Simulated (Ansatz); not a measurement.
Bi2Se3, DFT, PBEsol, PAW with Ansatz's default frozen-core files, scalar-relativistic (Ansatz 0.2.0), run on 2 threads of Arm Neoverse V2 on a shared host.

The cell is COD entry 9011965, as deposited and not checked against the literature; nothing was relaxed. The listed cell was then made from it by scaling, straining or moving an atom.

Command: `ansatz run input.yaml --threads 2 --pin off --max-ram 8192MiB --backend cpu --events-out ev --progress --plain --runs-dir out`

```yaml
crystal:
  lattice:
    - [2.057596198, 1.1879537188, 9.4812654522]
    - [-2.057596198, 1.1879537188, 9.4812654522]
    - [0.0, -2.3759074377, 9.4812654522]
  atoms:
    - { symbol: Bi, position: [0.4008, 0.4008, 0.4008] }
    - { symbol: Bi, position: [0.5992, 0.5992, 0.5992] }
    - { symbol: Se, position: [0.0, 0.0, 0.0] }
    - { symbol: Se, position: [0.2117, 0.2117, 0.2117] }
    - { symbol: Se, position: [0.7883, 0.7883, 0.7883] }
kpoints:
  mp_grid: { grid: [6, 6, 6] }
scf:
  occupations: { method: fermi_dirac, width: 0.03 }
hamiltonian:
  xc: pbesol
  pseudopotentials: { kind: paw }
output:
  forces: true
  stress: true
  eigenvalues: true
  efg: { contact_densities: true }
```

(1) How large is the problem that the program sets up?

(2) Estimate the wall time and the peak memory.

(3) And the same cell and mesh by crystal-made all-electron datasets, asked for forces, stress, eigenvalues, efg, on the same hardware?

Answers

(1) 32 irreducible k-points, 2683 plane waves at Γ, 47 bands.

(2) 7.5 s of wall time for 8 SCF iterations, with a peak of 0.55 GiB. Times on shared machines scatter by tens of per cent.

(3) 9.7 s, peak memory 0.72 GiB.
